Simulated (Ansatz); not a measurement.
All numbers below come from DFT PBE, scalar-relativistic, plane waves, PAW (Ansatz 0.2.0). Cutoff 420 eV, Γ-centred 10×10×10 mesh (6-atom cell), Gaussian smearing of 0.10 eV, no spin polarisation.

Formation energies are uncorrected and refer to the elements' standard structures at the same level.

Question: Give a relaxed trial structure of an orthorhombic metal made of Mo, Si and Ti, with a formation energy near −0.51 eV/atom and about 14 Å³ per atom, in a cell of 6 atoms. Its symmetry should be F222 (No. 22).

Answer: TiSi₄Mo, space group F222 (No. 22). Ti has 8 Si at 2.55–2.67 Å, 2 Si at 2.88 Å and 4 Mo at 3.20 Å; around Si on its first site lie 5 Si at 2.49–2.78 Å, 2 Ti at 2.55 Å, 3 Mo at 2.69–2.82 Å and 4 Si at 3.17–3.24 Å; around Si on its second site lie 3 Si at 2.49–2.53 Å, 2 Mo at 2.57 Å, 2 Ti at 2.67 Å, 2 Si at 2.84 Å, 1 Ti at 2.88 Å and 4 Si at 3.17–3.24 Å; around Mo lie 10 Si at 2.57–2.82 Å and 4 Ti at 3.20 Å.

```yaml
crystal:
  lattice:
    - [0.00000, 4.14331, 4.28104]
    - [2.34523, 0.00000, 4.28104]
    - [2.34523, 4.14331, 0.00000]
  atoms:
    - { symbol: Ti, position: [0.75000, 0.75000, 0.75000] }
    - { symbol: Si, position: [0.84047, 0.15953, 0.84047] }
    - { symbol: Si, position: [0.15953, 0.84047, 0.15953] }
    - { symbol: Si, position: [0.09715, 0.40285, 0.09715] }
    - { symbol: Si, position: [0.40285, 0.09715, 0.40285] }
    - { symbol: Mo, position: [0.50000, 0.50000, 0.50000] }
```

| Item | Value |
| --- | --- |
| Volume per atom | 13.87 Å³ |
| Density | 5.11 g/cm³ |
| Energy over the elements | −0.51 eV/atom |
| Gap on the 10×10×10 mesh of the 6-atom cell | 0 eV (a metal) |

It was reached by relaxing an invented guess, and it needn't be the stable form of this composition. The answer needn't be unique; the calculation gave this one.

A later test with randomly moved atoms came back to the same energy, though modes that don't fit the test's cell weren't probed.
